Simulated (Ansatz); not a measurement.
TiO2 (anatase), relaxed with HSE06 (Ansatz, an electronic-structure program, plane waves, PAW): a = 3.7606 Å, b = 3.7606 Å, c = 9.5855 Å, α = 90.00°, β = 90.00°, γ = 90.00°.

| Property | Result |
|---|---|
| gap (eV) | 3.71 |

Question: The same phase is relaxed and computed with r²SCAN in the same code. What are the cell and these values now?

Answer: a = b = 3.7779 Å, c = 9.5834 Å, α = β = γ = 90.00°.

- gap (eV): 2.53

All cells were relaxed under the symmetry of their starts (and spin orders); stability against distortions was not tested throughout. Rows with no word on spin ran without spin polarisation.

Potentials: the later of the program's two PAW sets.

Ansatz is a plane-wave DFT program.
